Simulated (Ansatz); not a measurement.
Cu Kα1 powder pattern (kinematic, no thermal factors).
2θ (°) (relative intensity): 21.70 (100), 25.11 (33), 35.81 (28), 42.26 (55), 44.24 (39), 51.55 (18), 56.56 (24), 58.17 (15), 64.35 (12), 68.78 (18), 75.89 (10), 80.04 (18), 81.42 (8), 86.86 (6)

The pattern is computed from a structure relaxed with Ansatz, DFT PBE, scalar-relativistic, plane waves, PAW. No spin polarisation. Its elements are F, Hg.

Question: Give the structure.

Answer: HgF₆.
Space group Fm-3m (No. 225). a = 7.086 Å, b = 7.086 Å, c = 7.086 Å, α = 90.00°, β = 90.00°, γ = 90.00°
```json
{"atom": "Hg", "site": "4a", "symmetry": "m-3m", "x": "0.0000", "y": "0.0000", "z": "0.0000"}
{"atom": "F", "site": "24d", "symmetry": "m.mm", "x": "0.2500", "y": "0.7500", "z": "0.0000"}
```

A pattern alone doesn't exclude other cells with like lines; this is the one computed.

The structure comes from a generated guess; another structure or a mixture of phases may lie lower.
